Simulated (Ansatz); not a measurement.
Li₂GaCu₃ in space group R-3m (No. 166; Li on 6c, Ga on 3a, Cu on 9d), r²SCAN (plane waves, PAW; program Ansatz), all energies at zero smearing, with the estimated change up to a 700 eV cutoff added, with one set of potentials and settings (totals compare only within such a set). Cell of 6 atoms (2 Li, 1 Ga, 3 Cu): -24095.275 eV.

```csv
element,reference phase,E (eV/atom)
Li,"Fm-3m, 1 atoms in the cell",-205.1371
Ga,"Cmce, 4 atoms in the cell",-3790.2689
Cu,"Fm-3m, 1 atoms in the cell",-6631.2396
```

Formation energy per atom, worked out: (-24095.275 − 2×(-205.1371) − 1×(-3790.2689) − 3×(-6631.2396))/6 = -0.169 eV/atom (-16 kJ per mol of atoms), at 0 K, without zero-point energy or fitted corrections.

The first step of the workflow began from a Materials Project structure, measured or hypothetical; the Crystallography Open Database copy checked does not list it. With Ga and Cu taken as one species the cell has the higher symmetry Fd-3m, so it may be an ordered model of a mixed-site phase. Its standing as an ambient phase is unchecked. The r²SCAN relaxation kept the symmetry of its start; whether a distortion lowers the energy is not shown. The run is not spin-polarised. The references are the lowest solids computed at this level, not always the standard phases.

Potentials: the later of the program's two PAW sets.
